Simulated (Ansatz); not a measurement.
# GaN: computed property card

GaN (rock salt, Fm-3m), a = b = c = 4.209 Å, α = β = γ = 90.00°; the cell used has 2 atoms.

Space group Fm-3m (No. 225), rock salt; conventional cell a = 4.209 Å, b = 4.209 Å, c = 4.209 Å, α = 90.00°, β = 90.00°, γ = 90.00°.

Method: HSE06 (plane waves, PAW; program Ansatz). Structure relaxed to zero pressure with the same functional. Other levels are named where they apply.

**Cell and energy**

```
Quantity              Value
---------------  ----------
Volume per atom     9.32 Å³
Density          7.46 g/cm³
```

**Electronic structure**

```
Item                                                                        Value
----------------------------------------  ---------------------------------------
Band gap                                                       1.94 eV (indirect)
Valence-band maximum                      on the K–Γ line, 53 % of the way from K
Conduction-band minimum                               at X (3 equivalent valleys)
Smallest direct gap on the standard path                                  4.22 eV
```

**Mechanics**

```
Property                              Value
----------------------------------  -------
Bulk modulus (Birch–Murnaghan fit)  250 GPa
Pressure derivative B′                  4.4
```

**Charges**

```
Item                        Result
-------------  -------------------
Bader charges  N -1.78, Ga +1.78 e
```

This is a known high-pressure phase of the composition, computed here at zero pressure and temperature. The cell was relaxed with HSE06 under the symmetry of its start; its stability against distortions is not shown here. The hybrid was solved on a coarse mesh, the path and, where they were found, the r²SCAN edge points; its band edges are the extreme levels among these. Spin–orbit coupling is left out wherever it is not named.

Potentials: the later of the program's two PAW sets.
